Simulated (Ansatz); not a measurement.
LiBH₄: from a migration barrier to a jump rate

Level of theory: Ansatz, DFT PBEsol, scalar-relativistic, plane waves, PAW. Cutoff 420 eV, Γ-centred 4×4×4 k-points, Gaussian smearing of 0.05 eV. No spin polarisation.

In a supercell of 24 sites an atom of H jumps into a neighbouring H vacancy, a = 1.99 Å from site to site in the perfect crystal, in a neutral cell. A nudged elastic band with 3 inner images puts the highest image 0.493 eV above the start and 0.493 eV above the end. Take it as the barrier; the order of the saddle wasn't checked, and the cell is small.

Question: With an assumed attempt frequency of 10¹³ s⁻¹, how often does the jump happen, and how fast does the vacancy diffuse?

Answer: Transition-state theory gives Γ = ν exp(−E/k_BT), and one such jump direction contributes Γa²/6 to the vacancy's diffusion coefficient averaged over directions:

```csv
T (K),E/k_BT,Γ (1/s),Γa²/6 (cm²/s)
300,19.1,5.3 × 10^4,3.5 × 10^-12
600,9.5,7.3 × 10^8,4.8 × 10^-8
1000,5.7,3.3 × 10^10,2.2 × 10^-6
1500,3.8,2.2 × 10^11,1.5 × 10^-5
```

The rate reaches one jump a second at T = E/(k_B ln 10¹³) = 191 K. The number of equivalent jumps multiplies D if they link up through the crystal; a hop between two sites alone gives no long-range diffusion, which then waits on a higher barrier. In either case the atoms' own diffusion carries the vacancy concentration and a correlation factor besides. Rows above the melting point are formal, and so are rows where E/k_BT falls under about 3, since the theory needs rare jumps.

Question: How much does an error of 0.1 eV in the barrier matter?

Answer: It multiplies the rate by exp(0.1 eV/k_BT): 48 at 300 K and 3.2 at 1000 K, more than the usual doubt about ν at low temperature.

Cost: 1 run of about 8.5 core-minutes, on Arm Neoverse V2 (shared hosts).